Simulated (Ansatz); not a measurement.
**Magnetic orders of WF2**

Computed with Ansatz, DFT PBEsol+U, scalar-relativistic, plane waves, PAW.

```yaml
crystal:
  lattice:
    - [2.75323, 0.00000, 0.00000]
    - [-1.37661, 2.38436, 0.00000]
    - [0.00000, 0.00000, 6.16176]
  atoms:
    - { symbol: W, position: [0.00000, 0.00000, 0.00000] }
    - { symbol: F, position: [0.33333, 0.66667, 0.24472] }
    - { symbol: F, position: [0.66667, 0.33333, 0.75528] }
```

```json
{
  "plane-wave cutoff": "420 eV",
  "Γ-centred k-mesh": "18×18×8",
  "occupation rule": "Gaussian smearing, 0.05 eV",
  "U_eff on Löwdin-orthogonalised atomic d orbitals": "W 4 eV",
  "list of starting moments (μB, in atom order)": "2.5 0 0",
  "check for lower electronic states after the SCF": "on"
}
```

All runs keep this geometry, which isn't relaxed for the lowest state (largest force there 0.075 eV/Å, pressure 1.3 GPa) and needn't be a stable compound; relaxing each order can shift differences of a few meV. Site moments are spin moments in atom-centred spheres that scale with the neighbour distance. The states are those that the runs reached from these starts; a lower one can exist. No antiferromagnetic start is among these.

| start | ends | energy above lowest (meV/atom) | site moments (μB) | gap on mesh (eV) | P (GPa) |
| --- | --- | --- | --- | --- | --- |
| no spin | non-magnetic | 0.00 | none over 0.05 | metal | 1.3 |
| large parallel starting moments | non-magnetic | 0.00 | none over 0.05 | metal | 1.3 |

Cost: 2 runs of about 1.9 core-minutes in all, on AMD EPYC 9R45 (Zen 5) (shared hosts).